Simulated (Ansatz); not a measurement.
SrO:
```
SrO
1.0
    4.27006     0.00000     0.00000
   -2.13503     3.69798     0.00000
    0.00000     0.00000     5.14440
Sr O
2 2
Direct
  0.33333   0.66667   0.75000
  0.66667   0.33333   0.25000
  0.33333   0.66667   0.25000
  0.66667   0.33333   0.75000
```

Cartesian axes are those of the cell as given.

Problem. Give the high-frequency dielectric tensor and the Born effective charge tensors of the independent atoms from DFPT, r²SCAN in the plane-wave PAW code Ansatz.

Solution. 
ε∞:
```
3.15  0.00  0.00
0.00  3.15  0.00
0.00  0.00  3.17
```
Z* of atom 1 (Sr), rows: field, columns: displacement, in e:
```
2.11  0.00  0.00
0.00  2.11  0.00
0.00  0.00  2.39
```
Z* of atom 3 (O), rows: field, columns: displacement, in e:
```
-2.11   0.00   0.00
 0.00  -2.11   0.00
 0.00   0.00  -2.39
```

Static charges for comparison (Bader): Sr1 +1.53, O3 -1.53 e. Born charges measure polarisation by displacement and can exceed these by far.

Space group P6_3/mmc. The first step of the workflow began from a Materials Project structure, measured or hypothetical; the Crystallography Open Database copy checked does not list it. It is not the phase usual at ambient conditions (space group No. 225). The r²SCAN relaxation kept the symmetry of its start; phonons on a q-mesh show no instability. Spin–orbit coupling is left out wherever it is not named.

Potentials: the later of the program's two PAW sets.
